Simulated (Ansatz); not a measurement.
MoPt in space group P-6m2 (No. 187; Mo on 1e, Pt on 1d) at seven volumes, DFT-PBEsol in the program Ansatz with PAW potentials, shape and atoms relaxed at each. One row is withheld.

```json
[
 {"V (Å³/atom)": "13.631", "P (GPa)": "34.74"},
 {"V (Å³/atom)": "14.080", "P (GPa)": "?"},
 {"V (Å³/atom)": "14.530", "P (GPa)": "9.66"},
 {"V (Å³/atom)": "14.979", "P (GPa)": "0.00"},
 {"V (Å³/atom)": "15.428", "P (GPa)": "-8.12"},
 {"V (Å³/atom)": "15.878", "P (GPa)": "-14.94"},
 {"V (Å³/atom)": "16.327", "P (GPa)": "-20.65"}
]
```

Task: Fit the shown pressures and predict the withheld one.

Result: Third-order Birch–Murnaghan: P = (3/2)B₀(x^(7/2) − x^(5/2))[1 + (3/4)(B′ − 4)(x − 1)] with x = (V₀/V)^(2/3). Least squares on the six rows gives V₀ = 14.979 Å³/atom, B₀ = 294.2 GPa, B′ = 4.75. At V = 14.080, x = 1.0421 and P = 21.10 GPa. The run itself gave 21.12 GPa.

The first step of the workflow began from a Materials Project structure, measured or hypothetical; the Crystallography Open Database copy checked does not list it. With Mo and Pt taken as one species the cell has the higher symmetry P6_3/mmc, so it may be an ordered model of a mixed-site phase. Whether it is the stable phase at ambient conditions was not checked. Symmetry was held in the PBEsol relaxation; its stability against distortions is not shown here. No spin polarisation was allowed. Scalar-relativistic: spin–orbit coupling is off unless named, which matters more the heavier the elements.

Potentials: the later of the program's two PAW sets.
